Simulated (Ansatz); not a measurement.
**WC-type HfC**

The computed numbers are results of PBEsol, scalar-relativistic (no spin polarisation) in the plane-wave PAW code Ansatz at 420 eV, Γ-centred 12×12×10 mesh, 0.05 eV Gaussian smearing. The datasets are Ansatz's generated set soft_2.

```
Hf C
1.0
     3.20430    0.00000    0.00000
    -1.60215    2.77500    0.00000
     0.00000    0.00000    2.88394
Hf C
1 1
Direct
  0.00000 0.00000 0.00000
  0.66667 0.33333 0.50000
```

The start was a prototype's sites filled with these elements, not a measured cell.

The cell has space group P-6m2 (read at 0.01 Å). In it the stress is 0.01, 0.01, 0.00, 0.00, 0.00, 0.00 GPa and the largest force component 0.000 eV/Å. Each change below starts from this cell, without further relaxation. Stress is in GPa, positive in compression, in the order xx, yy, zz, yz, xz, xy; energies are counted from the cell above and are free energies with the smearing's entropy, which match forces and stress in a metal.

Task: What stress follows from an engineering strain of -2 % in xz, atoms carried along?

Result: -0.05, 0.12, 0.11, 0.00, -1.46, 0.00 GPa; the energy changes by -2.4 meV per cell.
The stress changes with the wrong sign for a stable crystal (a clamped-atom constant of about -73 GPa), so the cell is unstable against this strain on this mesh; in a metal a finer mesh can change the sign.

1 move too small to change the energy by 0.15 meV is left out.

For elements this heavy, spin–orbit coupling would shift levels and gaps; it isn't included here. A displaced or strained copy of the relaxed cell lay 1.2 meV/atom lower, so the structure isn't a true minimum at this level, unless the mesh, which matters in a metal, makes it so.
